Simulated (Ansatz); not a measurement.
## In₂S (P-6m2) at 2 levels of theory

One geometry, relaxed with PBE; plane waves with PAW potentials in Ansatz, scalar-relativistic. No spin polarisation. Gaps are the least over mesh and band path; pressure is positive in compression.

```cif
data_structure
_symmetry_space_group_name_H-M 'P-6m2'
_symmetry_Int_Tables_number 187
_cell_length_a 3.8107
_cell_length_b 3.8107
_cell_length_c 8.0809
_cell_angle_alpha 90.000
_cell_angle_beta 90.000
_cell_angle_gamma 120.000
_cell_volume 101.63
loop_
_atom_site_label
_atom_site_type_symbol
_atom_site_symmetry_multiplicity
_atom_site_Wyckoff_symbol
_atom_site_fract_x
_atom_site_fract_y
_atom_site_fract_z
_atom_site_occupancy
In1 In 2 h 0.33333 0.66667 0.77463 1
S1 S 1 a 0.00000 0.00000 0.00000 1
```

```
level  cutoff (eV)   k mesh  gap (eV)  pressure (GPa)
  PBE          420  12×12×6      0.19             0.0
```

**Question.** What comes out on the same cell with PBEsol?

**Answer.**
```csv
level,cutoff (eV),k mesh,gap (eV),pressure (GPa)
PBEsol,420,12×12×6,0.13,-1.9
```

The cell holds layers, chains or molecules and no dispersion correction was added, so their binding is poorly described.

Another cell of In2S relaxed alike, in P-3m1, lies 47 meV/atom lower, so this cell isn't the stable form at this level.

The cell was found from a structure generator's guess, not taken from experiment.
